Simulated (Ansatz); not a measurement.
Given:

SiRu$_{2}$:
```
SiRu2
1.0
    5.23363     0.00000     0.00000
    0.00000     3.99315     0.00000
    0.00000     0.00000     7.38320
Si Ru
4 8
Direct
  0.30163   0.25000   0.90154
  0.69837   0.75000   0.09846
  0.19837   0.75000   0.40154
  0.80163   0.25000   0.59846
  0.51552   0.75000   0.78663
  0.48448   0.25000   0.21337
  0.98448   0.25000   0.28663
  0.01552   0.75000   0.71337
  0.83237   0.25000   0.93534
  0.16763   0.75000   0.06466
  0.66763   0.75000   0.43534
  0.33237   0.25000   0.56466
```

This is the PBEsol-relaxed structure. Tensor components refer to the Cartesian frame of this cell.

Problem. All from the program Ansatz at the PBEsol level (PAW), unless another level is named. Give the Poisson's ratio.

Solution. 0.32.

Problem. And the elastic constants (relaxed ions, GPa)?

Solution. C11 = 407, C22 = 448, C33 = 463, C12 = 199, C13 = 194, C23 = 234, C44 = 140, C55 = 85.2, C66 = 139.

Space group Pnma. The workflow started from a Materials Project entry (that database holds measured and hypothetical structures alike); the Crystallography Open Database copy checked does not list it. Its standing as an ambient phase is unchecked. The cell was relaxed with PBEsol under the symmetry of its start; whether a distortion lowers the energy is not shown. No spin polarisation was allowed. As this level gives no gap, shear constants depend on the k-mesh and smearing (Fermi–Dirac, 0.1 eV here). On the denser mesh and wider smearing of the elastic run this cell carries a stress of 0.4 GPa.

Potentials: the later of the program's two PAW sets.
